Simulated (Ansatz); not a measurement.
A relaxation computed with Ansatz, from input to last step.

```yaml
crystal:
  lattice:
    - [5.0099422215, -1.739799406, 0.6841928657]
    - [5.0099422215, 1.739799406, 0.6841928657]
    - [-1.7738955439, 0.0, 6.8552965514]
  atoms:
    - { symbol: Mg, position: [0.0, 0.0, 0.0] }
    - { symbol: V, position: [0.7370165148, 0.7370165148, 0.3082340952] }
    - { symbol: V, position: [0.2629834852, 0.2629834852, 0.6917659048] }
    - { symbol: O, position: [0.8745140285, 0.8745140285, 0.2069831121] }
    - { symbol: O, position: [0.1254859715, 0.1254859715, 0.7930168879] }
    - { symbol: O, position: [0.7837030787, 0.7837030787, 0.604361378] }
    - { symbol: O, position: [0.2162969213, 0.2162969213, 0.395638622] }
    - { symbol: O, position: [0.606794683, 0.606794683, 0.13500468] }
    - { symbol: O, position: [0.393205317, 0.393205317, 0.86499532] }
basis:
  ecutwfc: 420
kpoints:
  mp_grid: { grid: [8, 8, 4] }
hamiltonian:
  xc: pbesol
scf:
  occupations: { method: gaussian, width: 0.02 }
output:
  forces: true
  stress: true
  eigenvalues: true
  write_density: true
  write_potential: true
  elf: true
  volumetric_format: npy
relax:
  adjacent_minimum: "off"
  f_tol: 0.005
  max_steps: 50
  cell: { stress_tol: 0.05 }
```

```bash
ansatz run input.yaml --threads 2 --pin off --max-ram 5120MiB --backend cpu --events-out ev --progress --plain --runs-dir out
```

The calculation used Ansatz 0.2.0, DFT PBEsol, scalar-relativistic, plane waves, PAW.

Of 16 frames 10 are shown, positions in Å and forces in eV/Å; the SCF threshold varies from step to step. Steps run on the plane waves of an earlier cell, with a Pulay correction in the pressure. The basis is chosen afresh for the last frame, the zero of the energies, and at times for earlier ones too; energy and pressure step there, also at an unchanged geometry.

```xyz
9
Lattice="5.0099 -1.7398 0.6842 5.0099 1.7398 0.6842 -1.7739 0.0000 6.8553" Properties=species:S:1:pos:R:3:forces:R:3 pbc="T T T" step=1 free_energy_over_end_meV_per_atom=5.17 pressure_GPa=-4.00
Mg    0.0000    0.0000    0.0000    0.0000    0.0000    0.0000
V     6.8380    0.0000    3.1216    0.0537    0.0000   -0.0547
V     1.4079    0.0000    5.1021   -0.0537    0.0000    0.0547
O     8.3954    0.0000    2.6156   -0.3383    0.0000    0.0635
O    -0.1494    0.0000    5.6081    0.3383    0.0000   -0.0635
O     6.7805    0.0000    5.2155   -0.1165    0.0000   -0.0434
O     1.4654    0.0000    3.0082    0.1165    0.0000    0.0434
O     5.8405    0.0000    1.7558    0.1633    0.0000    0.2180
O     2.4055    0.0000    6.4679   -0.1633    0.0000   -0.2180
9
Lattice="4.9649 -1.7240 0.6709 4.9649 1.7240 0.6709 -1.7654 0.0000 6.7764" Properties=species:S:1:pos:R:3:forces:R:3 pbc="T T T" step=3 free_energy_over_end_meV_per_atom=-1.13 pressure_GPa=0.08
Mg    0.0000    0.0000    0.0000    0.0000    0.0000    0.0000
V     6.7740    0.0000    3.0812    0.0118    0.0000    0.0033
V     1.3904    0.0000    5.0368   -0.0118    0.0000   -0.0033
O     8.3229    0.0000    2.5822    0.0151    0.0000    0.0014
O    -0.1585    0.0000    5.5359   -0.0151    0.0000   -0.0014
O     6.7191    0.0000    5.1450    0.0077    0.0000   -0.0078
O     1.4453    0.0000    2.9731   -0.0077    0.0000    0.0078
O     5.7858    0.0000    1.7214   -0.0035    0.0000   -0.0024
O     2.3787    0.0000    6.3967    0.0035    0.0000    0.0024
9
Lattice="4.9650 -1.7245 0.6711 4.9650 1.7245 0.6711 -1.7651 0.0000 6.7762" Properties=species:S:1:pos:R:3:forces:R:3 pbc="T T T" step=4 free_energy_over_end_meV_per_atom=-1.13 pressure_GPa=0.01
Mg    0.0000    0.0000    0.0000    0.0000    0.0000    0.0000
V     6.7753    0.0000    3.0819    0.0026    0.0000    0.0013
V     1.3897    0.0000    5.0366   -0.0026    0.0000   -0.0013
O     8.3246    0.0000    2.5836    0.0095    0.0000    0.0030
O    -0.1596    0.0000    5.5349   -0.0095    0.0000   -0.0030
O     6.7192    0.0000    5.1452    0.0028    0.0000   -0.0055
O     1.4458    0.0000    2.9733   -0.0028    0.0000    0.0055
O     5.7872    0.0000    1.7217    0.0009    0.0000    0.0014
O     2.3778    0.0000    6.3967   -0.0009    0.0000   -0.0014
9
Lattice="4.9547 -1.7263 0.6582 4.9547 1.7263 0.6582 -1.7782 0.0000 6.7693" Properties=species:S:1:pos:R:3:forces:R:3 pbc="T T T" step=6 free_energy_over_end_meV_per_atom=-1.29 pressure_GPa=-0.03
Mg    0.0000    0.0000    0.0000    0.0000    0.0000    0.0000
V     6.7711    0.0000    3.0648   -0.0043    0.0000   -0.0058
V     1.3601    0.0000    5.0208    0.0043    0.0000    0.0058
O     8.3266    0.0000    2.5846   -0.0030    0.0000    0.0038
O    -0.1953    0.0000    5.5011    0.0030    0.0000   -0.0038
O     6.6869    0.0000    5.1223   -0.0112    0.0000    0.0091
O     1.4444    0.0000    2.9633    0.0112    0.0000   -0.0091
O     5.7970    0.0000    1.6946   -0.0016    0.0000   -0.0010
O     2.3342    0.0000    6.3911    0.0016    0.0000    0.0010
9
Lattice="4.9463 -1.7267 0.6490 4.9463 1.7267 0.6490 -1.7880 0.0000 6.7705" Properties=species:S:1:pos:R:3:forces:R:3 pbc="T T T" step=8 free_energy_over_end_meV_per_atom=-1.39 pressure_GPa=-0.01
Mg    0.0000    0.0000    0.0000    0.0000    0.0000    0.0000
V     6.7644    0.0000    3.0529    0.0005    0.0000    0.0014
V     1.3402    0.0000    5.0155   -0.0005    0.0000   -0.0014
O     8.3231    0.0000    2.5829   -0.0013    0.0000    0.0003
O    -0.2185    0.0000    5.4855    0.0013    0.0000   -0.0003
O     6.6582    0.0000    5.1103   -0.0027    0.0000   -0.0002
O     1.4463    0.0000    2.9582    0.0027    0.0000    0.0002
O     5.7990    0.0000    1.6766   -0.0018    0.0000    0.0020
O     2.3055    0.0000    6.3919    0.0018    0.0000   -0.0020
9
Lattice="4.9463 -1.7267 0.6490 4.9463 1.7267 0.6490 -1.7880 0.0000 6.7705" Properties=species:S:1:pos:R:3:forces:R:3 pbc="T T T" step=9 free_energy_over_end_meV_per_atom=0.09 pressure_GPa=-0.22
Mg    0.0000    0.0000    0.0000    0.0000    0.0000    0.0000
V     6.7644    0.0000    3.0529   -0.0003    0.0000    0.0013
V     1.3402    0.0000    5.0155    0.0003    0.0000   -0.0013
O     8.3231    0.0000    2.5829   -0.0009    0.0000    0.0000
O    -0.2185    0.0000    5.4855    0.0009    0.0000    0.0000
O     6.6582    0.0000    5.1103   -0.0029    0.0000   -0.0001
O     1.4463    0.0000    2.9582    0.0029    0.0000    0.0001
O     5.7990    0.0000    1.6766   -0.0018    0.0000    0.0019
O     2.3055    0.0000    6.3919    0.0018    0.0000   -0.0019
9
Lattice="4.9224 -1.7277 0.6270 4.9224 1.7277 0.6270 -1.8084 0.0000 6.7622" Properties=species:S:1:pos:R:3:forces:R:3 pbc="T T T" step=11 free_energy_over_end_meV_per_atom=-0.29 pressure_GPa=-0.01
Mg    0.0000    0.0000    0.0000    0.0000    0.0000    0.0000
V     6.7420    0.0000    3.0230    0.0286    0.0000    0.0029
V     1.2944    0.0000    4.9933   -0.0286    0.0000   -0.0029
O     8.3080    0.0000    2.5756   -0.0153    0.0000    0.0010
O    -0.2716    0.0000    5.4407    0.0153    0.0000   -0.0010
O     6.5931    0.0000    5.0735    0.0008    0.0000    0.0033
O     1.4433    0.0000    2.9428   -0.0008    0.0000   -0.0033
O     5.7961    0.0000    1.6342   -0.0080    0.0000   -0.0105
O     2.2403    0.0000    6.3820    0.0080    0.0000    0.0105
9
Lattice="4.9232 -1.7277 0.6280 4.9232 1.7277 0.6280 -1.8073 0.0000 6.7618" Properties=species:S:1:pos:R:3:forces:R:3 pbc="T T T" step=13 free_energy_over_end_meV_per_atom=0.00 pressure_GPa=-0.03
Mg    0.0000    0.0000    0.0000    0.0000    0.0000    0.0000
V     6.7433    0.0000    3.0239   -0.0033    0.0000    0.0023
V     1.2958    0.0000    4.9939    0.0033    0.0000   -0.0023
O     8.3083    0.0000    2.5755    0.0025    0.0000   -0.0014
O    -0.2692    0.0000    5.4424   -0.0025    0.0000    0.0014
O     6.5954    0.0000    5.0749   -0.0005    0.0000    0.0007
O     1.4437    0.0000    2.9429    0.0005    0.0000   -0.0007
O     5.7960    0.0000    1.6356    0.0002    0.0000    0.0004
O     2.2431    0.0000    6.3822   -0.0002    0.0000   -0.0004
9
Lattice="4.9143 -1.7285 0.6188 4.9143 1.7285 0.6188 -1.8167 0.0000 6.7611" Properties=species:S:1:pos:R:3:forces:R:3 pbc="T T T" step=14 free_energy_over_end_meV_per_atom=-0.10 pressure_GPa=-0.05
Mg    0.0000    0.0000    0.0000    0.0000    0.0000    0.0000
V     6.7349    0.0000    3.0119    0.0021    0.0000    0.0004
V     1.2770    0.0000    4.9867   -0.0021    0.0000   -0.0004
O     8.3025    0.0000    2.5712   -0.0045    0.0000    0.0002
O    -0.2905    0.0000    5.4274    0.0045    0.0000   -0.0002
O     6.5690    0.0000    5.0612   -0.0016    0.0000   -0.0039
O     1.4429    0.0000    2.9374    0.0016    0.0000    0.0039
O     5.7949    0.0000    1.6187    0.0015    0.0000    0.0038
O     2.2170    0.0000    6.3799   -0.0015    0.0000   -0.0038
9
Lattice="4.9146 -1.7283 0.6192 4.9146 1.7283 0.6192 -1.8159 0.0000 6.7587" Properties=species:S:1:pos:R:3:forces:R:3 pbc="T T T" step=16 free_energy_over_end_meV_per_atom=0.00 pressure_GPa=0.03
Mg    0.0000    0.0000    0.0000    0.0000    0.0000    0.0000
V     6.7352    0.0000    3.0119   -0.0002    0.0000    0.0019
V     1.2781    0.0000    4.9852    0.0002    0.0000   -0.0019
O     8.3024    0.0000    2.5707    0.0044    0.0000   -0.0009
O    -0.2891    0.0000    5.4264   -0.0044    0.0000    0.0009
O     6.5704    0.0000    5.0602   -0.0008    0.0000    0.0004
O     1.4429    0.0000    2.9369    0.0008    0.0000   -0.0004
O     5.7947    0.0000    1.6193   -0.0032    0.0000   -0.0028
O     2.2186    0.0000    6.3778    0.0032    0.0000    0.0028
```

Time: 7.5 min on 2 threads of Arm Neoverse N1, with other jobs on the host, peak memory 0.63 GiB.